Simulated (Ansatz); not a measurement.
## Compressing ZrRuP: a fit and a missing row

ZrRuP, P-62m, a = 6.408 Å, c = 3.775 Å. The structure is a Materials Project entry; whether it is the stable form wasn't checked. Ansatz: PBEsol, PAW, 420 eV, Γ-centred 6×6×10 mesh on 9 atoms, Gaussian smearing 0.10 eV; no spin polarisation. Shape and atoms are relaxed at each volume; pressure is positive in compression.

| V (Å³/atom) | P (GPa) |
| --- | --- |
| 13.125 | 38.87 |
| 13.572 | ? |
| 14.020 | 16.28 |
| 14.467 | 7.47 |
| 14.914 | 0.00 |
| 15.362 | -6.34 |
| 15.809 | -11.71 |
| 16.406 | -17.59 |

**Question.** Take V0 = 14.914 Å³/atom, fit the third-order Birch–Murnaghan form to the other rows, and predict the missing pressure.

**Answer.** With the Eulerian strain f = ½[(V0/V)^(2/3) − 1] and y = P/[3f(1 + 2f)^(5/2)], the form is the line y = B0 + 1.5 B0 (B0′ − 4) f. Rows (f, y): 0.04446, 235.5; 0.02104, 232.7; 0.01025, 230.9; -0.00977, 227.2; -0.01905, 225.8; -0.03079, 223.2. Means f = 0.002690, y = 229.22; Σ(Δf)² = 0.003887, ΣΔfΔy = 0.6399; the slope is their ratio. y = 228.8 + 164.6 f GPa, so B0 = 228.8 GPa and B0′ = 4 + 2 × (164.6)/(3 × 228.8) = 4.48. At V = 13.572, f = 0.03244, y = 234.14 and P = 26.66 GPa. The run gave 26.65 GPa, so the fit is 0.01 GPa too high, within the rms miss on the fitted rows (0.05 GPa).